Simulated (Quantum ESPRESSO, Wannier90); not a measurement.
**Wannierisation of CsSnBr3 (cubic perovskite)**

```
begin unit_cell_cart
ang
    5.8390100000    0.0000000000    0.0000000000
    0.0000000000    5.8390100000    0.0000000000
    0.0000000000    0.0000000000    5.8390100000
end unit_cell_cart
begin atoms_frac
Cs   0.0000000000  0.0000000000  0.0000000000
Sn   0.5000000000  0.5000000000  0.5000000000
Br   0.5000000000  0.0000000000  0.5000000000
Br   0.0000000000  0.5000000000  0.5000000000
Br   0.5000000000  0.5000000000  0.0000000000
end atoms_frac
```

Structure: Materials Project mp-27214, symmetrised, not relaxed again. Not found in the COD (Crystallography Open Database) copy used; not checked further. Method: LDA plane waves in Quantum ESPRESSO 7.5 (PseudoDojo norm-conserving files, 58 Ry, no spin polarisation, no spin-orbit coupling), Bloch states on a 6×6×6 mesh through Γ, Wannier90 4.0.1. Density: 6×6×6 mesh, Gaussian smearing 0.01 Ry. Spin-orbit coupling is left out although heavy elements are present.

A tight-binding model is made by disentanglement and projection with no localisation steps (num_iter = 0), so the 16 orbitals stay atom-like: hydrogen-like Cs: s; Sn: p; Br: s;p, axes along x, y, z; frozen window up to 1.95 eV relative to the valence-band maximum. It follows pw.x to 2.3 meV rms for states up to 1.4 eV relative to the valence-band maximum. Matrix elements depend on this choice of orbitals and windows. Bands 10–13 (Cs 5p 74 %, Sn 5s 16 %, Br 4p 8 %) lie between the kept ones and are excluded.

**Question.** What are the on-site energies relative to the valence-band maximum, and how fast do the hoppings decay?

**Answer.** 
```csv
atom,orbitals,energy (eV)
Cs1,s,3.53
Sn2,pz px py,1.15
Br3,s,-15.08
Br3,pz px,-2.98
Br3,py,-2.24
Br4,s,-15.08
Br4,pz py,-2.98
Br4,px,-2.24
Br5,s,-15.08
Br5,pz,-2.24
Br5,px py,-2.98
```

```tsv
distance of the centres (Å)	largest modulus (eV)
2–3	1.9
4–5	0.32
5–6	0.35
6–7	0.032
7–8	0.015
8–9	0.077
9–10	0.025
10–11	0.0060
11–12	0.030
12–13	0.0048
```
